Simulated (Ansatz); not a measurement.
Starting cell, Au (fcc, Cu type):

```xyz
4
Lattice="4.0834 0.0000 0.0000 0.0000 4.0834 0.0000 0.0000 0.0000 4.0834" Properties=species:S:1:pos:R:3 pbc="T T T"
Au     0.0000     0.0000     0.0000
Au     2.0417     2.0417     0.0000
Au     2.0417     0.0000     2.0417
Au     0.0000     2.0417     2.0417
```

Two-dimensional scan of atom 3 (Au, nearest neighbour Au at 2.887 Å; its periodic images, 4.1 Å or more away, move with it): u runs along (1.000, 0.000, 0.000), v along (0.000, 1.000, 0.000) (Cartesian). Cell and other atoms are fixed.

Computed with PBEsol (plane waves to 420 eV, PAW, scalar-relativistic; Ansatz, a first-principles code). k mesh 9×9×9 (Γ-centred), Fermi-Dirac smearing 0.05 eV. The energy includes the smearing's −TS. With partly filled bands, energies and forces of such displacements shift with the k mesh and the smearing. Au was relaxed with its symmetry unable to fall. Spin-orbit coupling is left out, though Au is heavy. ΔE is measured from the undisplaced structure. Axes are in Å.

**Question.** What ΔE (meV/cell) does the calculation give at all points of the grid u = -0.430, -0.287, -0.143, 0.000, 0.143, 0.287, 0.430 by v = -0.430, -0.287, -0.143, 0.000, 0.143, 0.287, 0.430?

**Answer.** ΔE (meV/cell), with u across and v down:

```csv
v \ u,-0.430,-0.287,-0.143,0.000,0.143,0.287,0.430
-0.430,1848,1170,805,691,805,1170,1848
-0.287,1170,655,376,289,376,655,1170
-0.143,805,376,143,69,143,376,805
0.000,691,289,69,0,69,289,691
0.143,805,376,143,69,143,376,805
0.287,1170,655,376,289,376,655,1170
0.430,1848,1170,805,691,805,1170,1848
```

(A displaced cell: forces are minus the slopes of the energy, force constants its curvatures, and phonons follow from these.)
